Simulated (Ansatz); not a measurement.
## VN₂: how the energy converges with the cutoff

VN₂, P1, a = 3.974 Å, b = 3.956 Å, c = 3.960 Å, α, β, γ = 113.9°, 112.9°, 102.8°. Ansatz: PBE, PAW, cutoff varied, Γ-centred 10×10×10 mesh on 6 atoms, Gaussian smearing 0.10 eV; no spin polarisation. Single points at one geometry with displaced atoms, the cutoff alone changed; ΔE is the energy at zero smearing over the run at 600 eV. The runs up to 350 eV lie under the cutoff recommended for these PAW datasets.

```tsv
cutoff (eV)	ΔE (meV/atom)
200	4327.43
250	1147.09
300	252.79
350	?
420	4.11
```

Question: Assume ΔE falls exponentially with the cutoff, fit y = ln ΔE against x, the cutoff in eV, to the other rows, and predict the missing value.

Answer: y = 8.373, 7.045, 5.533, 1.413. Means x = 292.5, y = 5.5910; Σ(Δx)² = 26675, ΣΔxΔy = -852.3; the slope is their ratio. y = 14.94 − 0.03195 x, a factor of ten per 72 eV. At 350 eV this gives ΔE = 42.84 meV/atom. The run gave 46.80, a ratio of 0.92. Between neighbouring rows the decay runs from a factor of ten per 66 eV to one per 87 eV, so one exponential is only a rough guide.

Cost: 6 runs of about 5.7 core-minutes in all, on Intel Xeon Platinum 8259CL (Skylake/Cascade Lake) (shared hosts).